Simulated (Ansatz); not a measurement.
# Does this entry for As2O3 lie near equilibrium?

The cell is an entry of the Crystallography Open Database (COD) (the entry's cell lengths or inner coordinates differ somewhat from later room-temperature determinations), atoms as given.

Space group Fd-3m:1 (No. 227); a = 11.0600 Å.

```csv
site,Wyckoff,site symmetry,x,y,z
As,32e,.3m,0.8950,0.8950,0.3950
O,48f,2.mm,0.2100,0.5000,0.0000
```

One atom of each set is listed; the run and its k-mesh use a cell of 20 atoms with edges of 7.82, 7.82, 7.82 Å.

All values are calculated (Ansatz; DFT, PBE, plane waves and PAW, scalar-relativistic, 420 eV cutoff, Γ-centred 3×3×3 k-points, Fermi–Dirac smearing 0.02 eV), not measured.

(1) Do the atoms and the cell lie near the calculated equilibrium?

Results:

(1) No. The largest force is 3.6 eV/Å, on atom 18 (O: 2 As at 2.01 Å, angle 109°), and the pressure is -9.8 GPa. Such values can come from imprecise or misplaced coordinates, missing atoms or a wrong setting of the space group; the run alone doesn't tell which, and gradients calculated on this entry can't be taken for those of the compound at ambient conditions.
